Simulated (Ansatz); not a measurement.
A relaxation computed with Ansatz, from input to last step.

```yaml
crystal:
  lattice:
    - [5.0121249729, 0.0, 0.0]
    - [0.0, 5.0121249729, 0.0]
    - [0.0, 0.0, 5.0121249729]
  atoms:
    - { symbol: Mn, position: [0.0, 0.0, 0.0], spin: 5.67 }
    - { symbol: Pb, position: [0.5, 0.5, 0.5] }
    - { symbol: Br, position: [0.0, 0.5, 0.5] }
    - { symbol: Br, position: [0.5, 0.0, 0.5] }
    - { symbol: Br, position: [0.5, 0.5, 0.0] }
basis:
  ecutwfc: 420
kpoints:
  mp_grid: { grid: [4, 4, 4] }
hamiltonian:
  xc: pbe
scf:
  occupations: { method: gaussian, width: 0.1 }
  lower_state_search: "off"
output:
  forces: true
  stress: true
  eigenvalues: true
  populations: true
magnetization:
  spin_polarized: true
relax:
  adjacent_minimum: "off"
  f_tol: 0.04
  max_steps: 70
  cell: { stress_tol: 0.4 }
```

```bash
ansatz run input.yaml --threads 1 --pin off --max-ram 2560MiB --backend cpu --events-out ev --progress --plain --runs-dir out
```

Level of theory: DFT PBE, scalar-relativistic, plane waves, PAW in Ansatz 0.2.0.

Of 8 frames 8 are shown, positions in Å and forces in eV/Å; the SCF threshold varies from step to step. Steps run on the plane waves of an earlier cell, with a Pulay correction in the pressure. The basis is chosen afresh for the last frame, the zero of the energies, and at times for earlier ones too; energy and pressure step there, also at an unchanged geometry. Here that happened at step 6 (-23 meV/atom, 1.1 GPa); the frames before carry an error of that size.

```xyz
5
Lattice="5.0121 0.0000 0.0000 0.0000 5.0121 0.0000 0.0000 0.0000 5.0121" Properties=species:S:1:pos:R:3:forces:R:3 pbc="T T T" step=1 free_energy_over_end_meV_per_atom=893.66 pressure_GPa=27.68
Mn    0.0000    0.0000    0.0000    0.0000    0.0000    0.0000
Pb    2.5061    2.5061    2.5061    0.0000    0.0000    0.0000
Br    0.0000    2.5061    2.5061    0.0000    0.0000    0.0000
Br    2.5061    0.0000    2.5061    0.0000    0.0000    0.0000
Br    2.5061    2.5061    0.0000    0.0000    0.0000    0.0000
5
Lattice="5.2565 0.0000 0.0000 0.0000 5.2565 0.0000 0.0000 0.0000 5.2565" Properties=species:S:1:pos:R:3:forces:R:3 pbc="T T T" step=2 free_energy_over_end_meV_per_atom=406.71 pressure_GPa=14.27
Mn    0.0000    0.0000    0.0000    0.0000    0.0000    0.0000
Pb    2.6282    2.6282    2.6282    0.0000    0.0000    0.0000
Br    0.0000    2.6282    2.6282    0.0000    0.0000    0.0000
Br    2.6282    0.0000    2.6282    0.0000    0.0000    0.0000
Br    2.6282    2.6282    0.0000    0.0000    0.0000    0.0000
5
Lattice="5.5008 0.0000 0.0000 0.0000 5.5008 0.0000 0.0000 0.0000 5.5008" Properties=species:S:1:pos:R:3:forces:R:3 pbc="T T T" step=3 free_energy_over_end_meV_per_atom=141.84 pressure_GPa=6.48
Mn    0.0000    0.0000    0.0000    0.0000    0.0000    0.0000
Pb    2.7504    2.7504    2.7504    0.0000    0.0000    0.0000
Br    0.0000    2.7504    2.7504    0.0000    0.0000    0.0000
Br    2.7504    0.0000    2.7504    0.0000    0.0000    0.0000
Br    2.7504    2.7504    0.0000    0.0000    0.0000    0.0000
5
Lattice="5.7422 0.0000 0.0000 0.0000 5.7422 0.0000 0.0000 0.0000 5.7422" Properties=species:S:1:pos:R:3:forces:R:3 pbc="T T T" step=4 free_energy_over_end_meV_per_atom=35.71 pressure_GPa=1.33
Mn    0.0000    0.0000    0.0000    0.0000    0.0000    0.0000
Pb    2.8711    2.8711    2.8711    0.0000    0.0000    0.0000
Br    0.0000    2.8711    2.8711    0.0000    0.0000    0.0000
Br    2.8711    0.0000    2.8711    0.0000    0.0000    0.0000
Br    2.8711    2.8711    0.0000    0.0000    0.0000    0.0000
5
Lattice="5.8119 0.0000 0.0000 0.0000 5.8119 0.0000 0.0000 0.0000 5.8119" Properties=species:S:1:pos:R:3:forces:R:3 pbc="T T T" step=5 free_energy_over_end_meV_per_atom=29.83 pressure_GPa=0.08
Mn    0.0000    0.0000    0.0000    0.0000    0.0000    0.0000
Pb    2.9059    2.9059    2.9059    0.0000    0.0000    0.0000
Br    0.0000    2.9059    2.9059    0.0000    0.0000    0.0000
Br    2.9059    0.0000    2.9059    0.0000    0.0000    0.0000
Br    2.9059    2.9059    0.0000    0.0000    0.0000    0.0000
5
Lattice="5.8119 0.0000 0.0000 0.0000 5.8119 0.0000 0.0000 0.0000 5.8119" Properties=species:S:1:pos:R:3:forces:R:3 pbc="T T T" step=6 free_energy_over_end_meV_per_atom=6.51 pressure_GPa=1.16
Mn    0.0000    0.0000    0.0000    0.0000    0.0000    0.0000
Pb    2.9059    2.9059    2.9059    0.0000    0.0000    0.0000
Br    0.0000    2.9059    2.9059    0.0000    0.0000    0.0000
Br    2.9059    0.0000    2.9059    0.0000    0.0000    0.0000
Br    2.9059    2.9059    0.0000    0.0000    0.0000    0.0000
5
Lattice="5.8782 0.0000 0.0000 0.0000 5.8782 0.0000 0.0000 0.0000 5.8782" Properties=species:S:1:pos:R:3:forces:R:3 pbc="T T T" step=7 free_energy_over_end_meV_per_atom=0.14 pressure_GPa=0.40
Mn    0.0000    0.0000    0.0000    0.0000    0.0000    0.0000
Pb    2.9391    2.9391    2.9391    0.0000    0.0000    0.0000
Br    0.0000    2.9391    2.9391    0.0000    0.0000    0.0000
Br    2.9391    0.0000    2.9391    0.0000    0.0000    0.0000
Br    2.9391    2.9391    0.0000    0.0000    0.0000    0.0000
5
Lattice="5.8782 0.0000 0.0000 0.0000 5.8782 0.0000 0.0000 0.0000 5.8782" Properties=species:S:1:pos:R:3:forces:R:3 pbc="T T T" step=8 free_energy_over_end_meV_per_atom=0.00 pressure_GPa=0.39
Mn    0.0000    0.0000    0.0000    0.0000    0.0000    0.0000
Pb    2.9391    2.9391    2.9391    0.0000    0.0000    0.0000
Br    0.0000    2.9391    2.9391    0.0000    0.0000    0.0000
Br    2.9391    0.0000    2.9391    0.0000    0.0000    0.0000
Br    2.9391    2.9391    0.0000    0.0000    0.0000    0.0000
```

The start puts this composition into another compound's structure type, which needn't suit it. The cell swells from 25.2 to 40.6 Å³ an atom, so the end can be far from any stable crystal. At the end the space group is Pm-3m (tolerance 0.05 Å).

It took 81 s on 1 thread of Intel(R) Xeon(R) Platinum 8259CL CPU @ 2.50GHz (Skylake/Cascade Lake), with other jobs on the host, peak memory 0.57 GiB.

The k mesh is coarse. Spin-orbit coupling is left out, which matters for the bands of heavy elements. The cell holds one magnetic atom, so it can only be ferromagnetic; an antiferromagnetic order may lie lower.